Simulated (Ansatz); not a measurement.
Ta (diamond, Fd-3m) under volume change, PBEsol (plane waves, PAW; program Ansatz), scaled uniformly.

```csv
V (Å³/atom),E − E(relaxed) (meV/atom),P (GPa)
24.582,59.0,8.31
25.392,25.0,5.18
26.203,6.0,2.42
27.013,0.0,0.00
27.823,[?],[?]
28.634,[?],[?]
29.444,45.6,-5.67
```

Task: Some entries are withheld; supply them.

Result: 
- 27.823, E − E(relaxed) (meV/atom): 5.5
- 27.823, P (GPa): -2.12
- 28.634, E − E(relaxed) (meV/atom): 21.0
- 28.634, P (GPa): -4.00

Task: What does a third-order Birch–Murnaghan fit give for V₀, B₀ and B′?

Result: V₀ = 27.01 Å³/atom, B₀ = 75.7 GPa, B′ = 3.2.

The start of the workflow was typed in or built on a structure type; neither database checked (COD, Materials Project) lists it. It is not the phase usual at ambient conditions (space group No. 229). The cell was relaxed with PBEsol under the symmetry of its start. At this level the phase is mechanically unstable. The run is not spin-polarised. Scalar-relativistic: spin–orbit coupling is off unless named, which matters more the heavier the elements.

Potentials: the earlier of the program's two PAW sets.
